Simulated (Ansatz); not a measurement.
# In3S4: computed property card

In3S4:
Space group Fd-3m, origin choice 1 (No. 227); a = 11.052 Å, b = 11.052 Å, c = 11.052 Å, α = 90.00°, β = 90.00°, γ = 90.00°

```csv
atom,site,symmetry,x,y,z
In,8a,-43m,0.0000,0.0000,0.0000
In,16d,.-3m,0.6250,0.6250,0.6250
S,32e,.3m,0.3835,0.3835,0.3835
```
(The calculation used a cell of 14 atoms; values per cell refer to that cell.)

Space group Fd-3m (No. 227); conventional cell a = b = c = 11.0524 Å, α = β = γ = 90.00°.

Method: r²SCAN in the plane-wave PAW code Ansatz. Geometry: relaxed at this level of theory. Other levels are named where they apply.

**Cell and energy**

```yaml
volume_per_atom: 24.11 Å³
density: 4.65 g/cm³
Formation energy from the elements (no fitted shifts): -0.68 eV/atom
```

**Electronic structure**

```yaml
electronic_character: metallic (no gap)
Density of states at the Fermi level: 0.32 states/eV per atom (mean over ±0.08 eV)
Gap with spin–orbit coupling: none (metallic)
```

**Mechanics**

```yaml
Bulk modulus (Birch–Murnaghan fit): 61.4 GPa
Pressure derivative B′: 5.5
```

**Charges**

```yaml
bader_charges: In +1.17 to +1.36, S -0.98 e
```

The workflow started from an entry of the Crystallography Open Database (COD). Whether it is the stable phase at ambient conditions was not checked. The r²SCAN relaxation kept the symmetry of its start; its stability against distortions is not shown here. The references are the lowest solids computed at this level, not always the standard phases. Spin–orbit coupling is left out wherever it is not named.

Potentials: the later of the program's two PAW sets.
